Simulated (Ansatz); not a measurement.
Zr (hcp (Mg type)), relaxed with LDA (Ansatz, an electronic-structure program, plane waves, PAW): a = 3.1432 Å, b = 3.1432 Å, c = 5.0923 Å, α = 90.00°, β = 90.00°, γ = 120.00°.

| Property | Result |
|---|---|
| B₀ by P(V) fit (GPa) | 101 |

The same phase is relaxed and computed with PBE in the same code. What are the cell and these values now?

a = b = 3.2319 Å, c = 5.1715 Å, α = β = 90.00°, γ = 120.00°.

* **B₀ by P(V) fit (GPa)**: 93.1

All cells were relaxed under the symmetry of their starts (and spin orders); stability against distortions was not tested throughout. Named crystals with no word on spin ran without spin polarisation. Scalar-relativistic: spin–orbit coupling is off unless named, which matters more the heavier the elements.

Potentials: the earlier of the program's two PAW sets. The files were generated under PBE; for other functionals the program regenerates the frozen cores, and for LDA and PBEsol the local potential too.

Ansatz is a plane-wave DFT program.
